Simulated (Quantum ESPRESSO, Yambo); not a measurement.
## Quasiparticle gap of RbScF4

```
CELL_PARAMETERS angstrom
      2.05165    -6.46826     0.00000
      2.05165     6.46826     0.00000
      0.00000     0.00000     8.01252
ATOMIC_POSITIONS crystal
  F  0.50000 0.50000 0.50000
  F  0.50000 0.50000 0.00000
  F  0.84997 0.15003 0.04851
  F  0.15003 0.84997 0.95149
  F  0.15003 0.84997 0.54851
  F  0.84997 0.15003 0.45149
  F  0.96570 0.03430 0.75000
  F  0.03430 0.96570 0.25000
  Sc 0.00000 0.00000 0.50000
  Sc 0.00000 0.00000 0.00000
  Rb 0.73052 0.26948 0.75000
  Rb 0.26948 0.73052 0.25000
```

The geometry is that of Materials Project entry mp-1209160, symmetrised and not relaxed again.

Starting point: norm-conserving PBEsol (Quantum ESPRESSO, 84 Ry, no spin-orbit coupling). G0W0 in Yambo: 4×4×1 Γ-centred k mesh, bands 3 to 240 and a 6 Ry block in the screening, 240 bands in G with the Bruneval-Gonze terminator, plasmon pole fitted at 27.2 eV.

| Item | Value |
|---|---|
| PBEsol gap along the band path | 6.02 eV |
| PBEsol gap between the mesh's edge points ((0.25, 0.25, 0) → (-0.5, -0.5, 0)) | 6.02 eV |
| G0W0 gap between the same points | 11.33 eV |
| PBEsol smallest direct gap on the mesh (at Γ) | 6.08 eV |
| G0W0 direct gap at that point | 11.42 eV |

```tsv
k point	band	E PBEsol (eV)	E QP (eV)	shift (eV)	Z
Γ	VB	-0.06	-2.37	-2.31	0.81
Γ	CB	6.02	9.05	3.03	0.84
(0, -0.5, 0)	VB	-0.02	-2.30	-2.29	0.81
(0, -0.5, 0)	CB	6.72	9.87	3.14	0.83
(0.25, 0.25, 0)	VB	0.00	-2.29	-2.29	0.81
(0.25, 0.25, 0)	CB	6.72	9.87	3.14	0.83
(-0.5, -0.5, 0)	VB	-0.24	-2.56	-2.32	0.81
(-0.5, -0.5, 0)	CB	6.02	9.05	3.03	0.84
```

Energies count from the PBEsol valence-band maximum.

Nearest settings tried, and what they do to the gap: 124 bands in W: +175 meV. Not varied: bands in G, block, mesh. So the settings aren't converged at that level.

The structure is a Materials Project entry; no match was found in the copy of COD used, and its stability was not checked.
